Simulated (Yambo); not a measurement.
Data:

```
CELL_PARAMETERS angstrom
      3.07662     0.00000     0.00000
     -1.53831     2.66443     0.00000
      0.00000     0.00000    15.09808
ATOMIC_POSITIONS crystal
  C  0.00000 0.00000 0.87437
  C  0.00000 0.00000 0.37437
  C  0.33333 0.66667 0.70800
  C  0.66667 0.33333 0.20800
  C  0.66667 0.33333 0.54152
  C  0.33333 0.66667 0.04152
  Si 0.33333 0.66667 0.83299
  Si 0.66667 0.33333 0.33299
  Si 0.66667 0.33333 0.66650
  Si 0.33333 0.66667 0.16650
  Si 0.00000 0.00000 0.49973
  Si 0.00000 0.00000 0.99973
```

Workflow: PBEsol (pw.x of Quantum ESPRESSO, ONCV potentials, scalar-relativistic), then G0W0 in Yambo (6×6×1 Γ-centred k mesh, 229 bands and a 8 Ry block in the screening, 229 bands in G with the Bruneval-Gonze terminator, plasmon pole fitted at 27.2 eV).

Q: Give the PBEsol and G0W0 gaps between the band edges found on this mesh, and say where the edges lie.

A: Edges: Γ → M. PBEsol: 1.92 eV; G0W0: 2.73 eV. Nearest settings tried, and what they do to the gap: 147 bands in G: +2 meV; 147 bands in W, 147 bands in G: +6 meV; 7 Ry block (283 vectors against 345): -45 meV. Not varied: mesh. So the settings aren't converged at that level. 

Geometry of the Materials Project entry, not relaxed at this level.
